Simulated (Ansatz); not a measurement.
Input and command of a plane-wave DFT calculation in Ansatz:

```yaml
crystal:
  lattice:
    - [2.2085012539, 1.2750787934, 9.94667]
    - [-2.2085012539, 1.2750787934, 9.94667]
    - [0.0, -2.5501575869, 9.94667]
  atoms:
    - { symbol: Bi, position: [0.812, 0.812, 0.812] }
    - { symbol: Bi, position: [0.402, 0.402, 0.402] }
    - { symbol: Te, position: [0.611, 0.611, 0.611] }
    - { symbol: Te, position: [0.2, 0.2, 0.2] }
    - { symbol: Te, position: [0.0, 0.0, 0.0] }
basis:
  ecutwfc: 420
kpoints:
  mp_grid: { grid: [6, 6, 6] }
hamiltonian:
  xc: pbesol
scf:
  occupations: { method: gaussian, width: 0.1 }
output:
  forces: true
  stress: true
  eigenvalues: true
relax:
  adjacent_minimum: "off"
  f_tol: 0.05
  max_steps: 80
  cell: { stress_tol: 0.5 }
```

```bash
ansatz run input.yaml --threads 1 --pin off --max-ram 2560MiB --backend cpu --events-out ev --progress --plain --runs-dir out
```

Processor: AMD EPYC 7R43 64-Core Processor (Zen 3), 1 thread, on a host shared with other jobs.

Task: Estimate time, memory and problem size.

Result: About 3.5 min on 1 thread of AMD EPYC 7R43 64-Core Processor (Zen 3), with other jobs on the host, peak memory 0.59 GiB. It solves 47 bands at 32 k points (the mesh reduced by the symmetry that the task leaves, which can be less than the crystal's) with about 3219 plane waves (on the last cell), in 42 SCF iterations over 6 ionic steps.
